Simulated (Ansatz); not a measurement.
Method: DFT PBE, scalar-relativistic, plane waves, PAW in Ansatz 0.2.0. All cells share a 420 eV cutoff and Γ-centred k meshes spaced at most about 0.3 Å⁻¹ (about 0.25 or finer for metals, 2π included). No spin polarisation in the final relaxations.

These are static total energies at zero pressure. All come from trial cells, and lower structures may exist.

**Question.** Order these relaxed structures of Ti₄GaSi₂As₃ by energy, lowest first, with the energy over the lowest of them.
A.

Space group C2 (No. 5). a = 5.134 Å, b = 5.126 Å, c = 13.301 Å, α = 90.00°, β = 95.30°, γ = 90.00°
```json
{"atom": "Ti", "site": "4c", "symmetry": "1", "x": "0.7081", "y": "0.6852", "z": "0.3445"}
{"atom": "Ti", "site": "4c", "symmetry": "1", "x": "0.7028", "y": "0.3175", "z": "0.8497"}
{"atom": "Ga", "site": "2b", "symmetry": "2", "x": "0.0000", "y": "0.4383", "z": "0.5000"}
{"atom": "Si", "site": "4c", "symmetry": "1", "x": "0.2500", "y": "0.7487", "z": "0.2521"}
{"atom": "As", "site": "2a", "symmetry": "2", "x": "0.0000", "y": "0.0647", "z": "0.0000"}
{"atom": "As", "site": "2b", "symmetry": "2", "x": "0.0000", "y": "0.9377", "z": "0.5000"}
{"atom": "As", "site": "2a", "symmetry": "2", "x": "0.0000", "y": "0.5610", "z": "0.0000"}
```

B.

Space group P-4m2 (No. 115). a = 3.565 Å, b = 3.565 Å, c = 13.451 Å, α = 90.00°, β = 90.00°, γ = 90.00°
```
atom  site  symmetry       x       y       z
  Ti    2g      2mm. 0.0000  0.5000  0.8458
  Ti    2g      2mm. 0.5000  0.0000  0.3524
  Ga    1b      -4m2  0.5000  0.5000  0.0000
  Si    2g      2mm. 0.5000  0.0000  0.7507
  As    1d      -4m2  0.0000  0.0000  0.5000
  As    1a      -4m2  0.0000  0.0000  0.0000
  As    1c      -4m2  0.5000  0.5000  0.5000
```

**Answer.** A (0 meV/atom), B (29 meV/atom). Forms: A C2; B P-4m2. Counting As or Si atoms around Ga and Ti (for each partner element, those within 1.25 times its shortest distance or 1.15 times the sum of covalent radii, where it is the nearest in units of that sum or under 1.3; a plus sign parts groups by distance over the sum of covalent radii; a slash parts the counts of unlike sites): A has Ti 4+2/6+2, Ga 4; B has Ti 6/8, Ga 4. A and B both hold As–As nets.

A magnetic state wasn't ruled out in cells without spin, among them P-4m2. Cells relaxed within their symmetry can be saddle points. The C2 cell of Ti4GaSi2As3 came from shaking the P-4m2 one. Some candidate types were left out of the draw beforehand, so a known form may be missing.
